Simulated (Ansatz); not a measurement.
Structure types of Ca compared at 55 GPa

Structure types of Ca are relaxed in primitive cells with their symmetry kept at 55 GPa, on PAW files; LAPW relaxes the small cells further and takes the PAW cell for the others (marked *). The enthalpy is E + pV at zero temperature, without zero-point motion. Only the types listed were tried, and differences under about 5 meV/atom are mesh noise. The real phase may be another.

Computed with Ansatz 0.2.0; functional LDA, scalar-relativistic. Settings: Fermi–Dirac smearing of 0.08 eV, no spin polarisation. Methods: LAPW: all electrons, basis error target 0.5 meV/atom; PAW: frozen-core files, cutoff 420 eV.

k meshes: fcc 17×17×17, bcc 17×17×17, hcp 16×16×9, sc 15×15×15, hP4 10×10×6, diamond 12×12×12.

The PAW files were made under PBE.

Problem. Which type is lowest in enthalpy, and by how much?

Solution. sc, 95 meV/atom below hcp. The whole table:

```tsv
start type	ends as	a, b, c (Å)	V (Å³/atom)	H − H(lowest), LAPW (meV/atom)	same, PAW
fcc	fcc, Fm-3m	3.969, 3.969, 3.969	15.64	175.8	176.5
bcc	bcc, Im-3m	3.180, 3.180, 3.180	16.08	158.1	158.3
hcp	hcp, P6_3/mmc	2.901, 2.901, 4.103	14.95	95.3	96.3
sc	sc, Pm-3m	2.466, 2.466, 2.466	14.99	0.0	0.0
hP4*	distorted dhcp, P6_3/mmc	3.161, 3.161, 7.115	15.39	187.4	187.7
diamond	diamond, Fd-3m	4.967, 4.967, 4.967	15.32	630.7	627.9
```

Problem. Split the lead of sc over hcp into energy and pV.

Solution. For hcp less sc: ΔE = +107.4 meV/atom, and p·ΔV = 55 GPa × -0.0352 Å³ × 6.242 meV/(GPa·Å³) = -12.1 meV/atom, together 95.3 meV/atom. sc wins by its internal energy, though it is the less dense.
